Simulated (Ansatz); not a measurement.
**Stationary points along a deformation path in S**

Method: DFT PBEsol, scalar-relativistic, plane waves, PAW in Ansatz. Settings: plane waves to 420 eV, k-mesh 22×22×22 (Γ-centred), Gaussian smearing 0.15 eV. No spin polarisation. Energies are free energies at this smearing, counted from the undisturbed cell; pressure is positive in compression.

The undisturbed cell (as given, not relaxed at this level; it stands at -5.2 GPa; this fcc form isn't the usual structure):

```
S
1.0
     0.00000    1.99435    1.99435
     1.99435    0.00000    1.99435
     1.99435    1.99435    0.00000
S
1
Direct
  0.00000 0.00000 0.00000
```

At fixed volume and fractional coordinates, lengths along (0.000, 0.000, 1.000) are scaled against those across it; ρ is that ratio over its starting value. V = 15.865 Å³/atom. Δσ is the stress along the axis less the mean stress across it (compression positive).

```
    ρ  ΔE (meV/atom)  Δσ (GPa) space group
0.650         -144.2      7.70       I4/mmm
0.707         -165.4      0.01        Im-3m
0.780         -133.0     -9.76       I4/mmm
0.850          -67.5    -12.03       I4/mmm
0.920          -15.9     -6.35       I4/mmm
1.000            0.0      0.00        Fm-3m
1.100          -24.1      8.42       I4/mmm
1.200          -91.8     13.90       I4/mmm
1.300         -176.3     18.34       I4/mmm
1.414         -288.4     20.78       I4/mmm
```

Question: How does the stress give the slope of the energy, and where is the energy stationary?

Answer: Along the path d ln(length) is 2/3 d ln ρ on the axis and −1/3 d ln ρ across it, so dE/d ln ρ = −(2/3) V Δσ: the energy falls with ρ where Δσ is positive. Δσ vanishes or changes sign at ρ = 0.707 (Im-3m), a minimum at -165.4 meV/atom; at ρ = 1.000 (Fm-3m), a maximum at 0.0 meV/atom. Pairs of stationary points between two samples would go unseen, and could change a minimum read from distant neighbours into a maximum. At ρ = 0.707, 1.000 the cell is cubic, where symmetry alone makes the stress isotropic and the slope zero.

Question: Which shear constant sets the curvature at ρ = 1?

Answer: For a cubic crystal E/V = (2/3) C (ln ρ)² with C = C′ = (C11 − C12)/2, so Δσ = −2C ln ρ. The parabola of Δσ against ln ρ through ρ = 0.920, 1 and 1.100 gives C ≈ -41 GPa with the ions clamped, rough because the steps are large. It is the stress–strain coefficient at this cell's pressure of -5.2 GPa, not the zero-pressure constant. It is negative, so the cubic cell is unstable to this shear.

Question: Integrate that slope from ρ = 1 to 1.300 by the trapezoid rule.

Answer: With V/N in Å³ and 1 eV/Å³ = 160.2 GPa the slopes at ρ = 1.000, 1.100, 1.200, 1.300 are 0, -556, -918, -1211 meV/atom per unit of ln ρ. The steps add (-26.5) + (-64.1) + (-85.2) = -175.8 meV/atom, against -176.3 from the energies; the trapezoid rule misses the curvature of the slope within each step.

Question: Is the start the lowest point of the path?

Answer: No: ρ = 1.414 lies 288.4 meV/atom lower, with no sampled rise above the start on the way. Volume and inner coordinates are held, so a relaxed structure there would lie lower still.

In a metal these slopes depend on the k mesh and the smearing.